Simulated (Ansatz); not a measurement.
**TiH: one input, then a changed one**

The cell is the one relaxed in the Materials Project (mp-690760), not relaxed further here; entries there can be hypothetical.

First run: DFT, r2SCAN, PAW with Ansatz's default frozen-core files, scalar-relativistic (Ansatz 0.2.0).

Command: `ansatz run input.yaml --threads 1 --pin off --max-ram 4096MiB --backend cpu --events-out ev --progress --plain --runs-dir out` The run took 57 s on 1 thread of Arm Neoverse V1, on a shared host.

```yaml
crystal:
  lattice:
    - [2.9474928546, 0.0, 0.0]
    - [0.0, 2.9474928546, 0.0]
    - [0.0, 0.0, 4.56814048]
  atoms:
    - { symbol: Ti, position: [0.5, 0.0, 0.5] }
    - { symbol: Ti, position: [0.0, 0.5, 0.0] }
    - { symbol: H, position: [0.0, 0.0, 0.25] }
    - { symbol: H, position: [0.0, 0.0, 0.75] }
kpoints:
  mp_grid: { grid: [12, 12, 8] }
  band_path:
    path:
      - [0.0, 0.0, 0.0]
      - [0.0, 0.5, 0.0]
      - [0.5, 0.5, 0.0]
      - [0.0, 0.0, 0.0]
      - [0.0, 0.0, 0.5]
      - [0.0, 0.5, 0.5]
      - [0.5, 0.5, 0.5]
      - [0.0, 0.0, 0.5]
      - [0.0, 0.5, 0.0]
    npoints: 14
scf:
  occupations: { method: fermi_dirac, width: 0.08 }
hamiltonian:
  xc: r2scan
  pseudopotentials: { kind: paw }
output:
  forces: true
  stress: true
  eigenvalues: true
  efg: { contact_densities: true }
  populations: true
  bader: true
  dos: { projected: true, de: 0.2, e_range: [-14, 8] }
  write_density: true
  write_potential: true
  elf: true
  volumetric_format: npy
```

Result: converged; pressure -0.33 GPa; no gap on the k mesh; 7 SCF iterations.

The input is then changed:

```diff
@@ -10,5 +10,5 @@
     - { symbol: H, position: [0.0, 0.0, 0.75] }
 kpoints:
-  mp_grid: { grid: [12, 12, 8] }
+  mp_grid: { grid: [12, 12, 8], shift: [0.5, 0.5, 0.5] }
   band_path:
     path:
@@ -34,9 +34,3 @@
   efg: { contact_densities: true }
   populations: true
-  bader: true
-  dos: { projected: true, de: 0.2, e_range: [-14, 8] }
-  write_density: true
-  write_potential: true
-  elf: true
-  volumetric_format: npy
```

Predict the outcome of the changed run.

It converged; energy at zero smearing -0.7 meV/atom from the first run; pressure -0.32 GPa; no gap on the k mesh; 7 SCF iterations.
